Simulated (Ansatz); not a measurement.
TiAl3 (D022 type, space group I4/mmm)

```
CELL_PARAMETERS angstrom
     -1.91209     1.91209     4.28030
      1.91209    -1.91209     4.28030
      1.91209     1.91209    -4.28030
ATOMIC_POSITIONS crystal
  Al 0.50000 0.50000 0.00000
  Al 0.75000 0.25000 0.50000
  Al 0.25000 0.75000 0.50000
  Ti 0.00000 0.00000 0.00000
```

The slice is a (001) plane (indices of the conventional cell) through the point (0.250, 0.750, 0.500) (fractional), spanned by u = [101] and v = [011] in vectors of this cell: u (3.82 Å) and v (3.82 Å, at 90° to u). It covers one period; positions are fractions (u, v).

Level of theory: r2SCAN (plane waves to 500 eV, PAW, scalar-relativistic; Ansatz, a quantum-chemistry and plane-wave program). k mesh 17×17×17. These are valence fields of a PAW run, semicore shells included where kept as valence: close to a nucleus they are smooth pseudo fields. TiAl3 is run without spin polarisation. TiAl3 was relaxed with its symmetry unable to fall.

Question: The ELF has a maximum in the middle third of the Al–Al line. Where, and how high?

Answer: 0.70, 1.4 Å from Al.

Question: What is the valence density on the shortest Al–Al line in this plane (2.70 Å), at its midpoint?

Answer: 0.24 e/Å³.

Question: Sketch the electron localisation function (ELF) on this plane as a map.

Answer: 
```tsv
v \ u	0.00	0.12	0.25	0.38	0.50	0.62	0.75	0.88
0.88	x	0.21	0.63	0.54	0.45	0.54	0.63	0.21
0.75	0.49	0.63	0.70	0.63	0.49	0.63	0.70	0.63
0.62	0.45	0.54	0.63	0.21	x	0.21	0.63	0.54
0.50	0.36	0.45	0.49	x	x	x	0.49	0.45
0.38	0.45	0.54	0.63	0.21	x	0.21	0.63	0.54
0.25	0.49	0.63	0.70	0.63	0.49	0.63	0.70	0.63
0.12	x	0.21	0.63	0.54	0.45	0.54	0.63	0.21
0.00	x	x	0.49	0.45	0.36	0.45	0.49	x
```

Values: electron localisation function (ELF). Points within 0.5 Å of a nucleus are blanked (x), as the pseudised field means little there.
